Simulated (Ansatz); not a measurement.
The relaxed structure here is a generated cell of V3Si: the first start was made by a random draw of sites in a space group, and the end was not matched to a known phase here, so it may be hypothetical. Known forms of V3Si include space group No. 223.

The end point of a relaxation of V$_{3}$Si. Computed with PBEsol (plane waves to 420 eV, PAW, scalar-relativistic; Ansatz, a first-principles code).

```xyz
4
Lattice="3.9576 0.0000 0.0000 0.0000 3.9576 0.0000 0.0000 0.0000 3.2233" Properties=species:S:1:pos:R:3 pbc="T T T"
Si     1.9788     1.9788     1.6116
V      1.9788     0.0000     0.0000
V      0.0000     1.9788     0.0000
V      0.0000     0.0000     1.6116
```

Task: Find the space group and the Wyckoff positions (tolerance 0.01 Å).

Result: Space group P4/mmm (No. 123); a = b = 3.9576 Å, c = 3.2233 Å, α = β = γ = 90.00°

| atom | site | symmetry | x | y | z |
|---|---|---|---|---|---|
| Si | 1d | 4/mmm | 0.5000 | 0.5000 | 0.5000 |
| V | 2f | mmm. | 0.0000 | 0.5000 | 0.0000 |
| V | 1b | 4/mmm | 0.0000 | 0.0000 | 0.5000 |

This is the AFLOW prototype AB3_tP4_123_a_ce (L6_0, as in Ti3Cu).

Task: Give the shortest distances between elements (the closest pairs, up to four, under 3.6 Å).

Result: Si–V 2.55 Å; V–V 2.55 Å; Si–Si 3.22 Å.

The volume per atom is 12.62 Å³ and the band gap is zero (metallic). The magnetic moment is zero (the starting moments vanished).

No spin polarisation in the result: the starting moments vanished. The relaxed primitive cell holds an odd number of electrons. A magnetic state may lie lower.

The run could not lose the symmetry of its start; a randomly shaken copy of 8 atoms returns to this structure.
